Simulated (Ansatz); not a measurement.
Phonons of SiC (zinc blende) at Γ, L = (0.5, 0.0, 0.0), X = (0.5, 0.5, 0.0).

SiC (zinc blende)

```yaml
crystal:
  lattice:
    - [0.00000, 2.17817, 2.17817]
    - [2.17817, 0.00000, 2.17817]
    - [2.17817, 2.17817, 0.00000]
  atoms:
    - { symbol: C, position: [0.75000, 0.75000, 0.75000] }
    - { symbol: Si, position: [0.00000, 0.00000, 0.00000] }
```

Calculation: r2SCAN (plane waves to 500 eV, PAW, scalar-relativistic; Ansatz, an electronic-structure program). DFPT wavenumbers on a 10×10×10 k mesh, in cm⁻¹; i marks imaginary ones, q is in fractions of the reciprocal vectors of the cell shown, and the three acoustic modes at Γ are left out. The non-analytic (LO-TO) term is not included, so polar modes at Γ have their transverse values. SiC was relaxed with its symmetry unable to fall.

| q | wavenumbers (cm⁻¹) |
|---|---|
| Γ | 799 (×3) |
| L = (0.5, 0.0, 0.0) | 272 (×2), 622, 770 (×2), 844 |
| X = (0.5, 0.5, 0.0) | 378 (×2), 644, 764 (×2), 834 |

The structure shows no imaginary mode at these points (lowest 272 cm⁻¹ at L = (0.5, 0.0, 0.0)); other wave vectors were not tested.

Highest mode: 844 cm⁻¹ at L = (0.5, 0.0, 0.0).
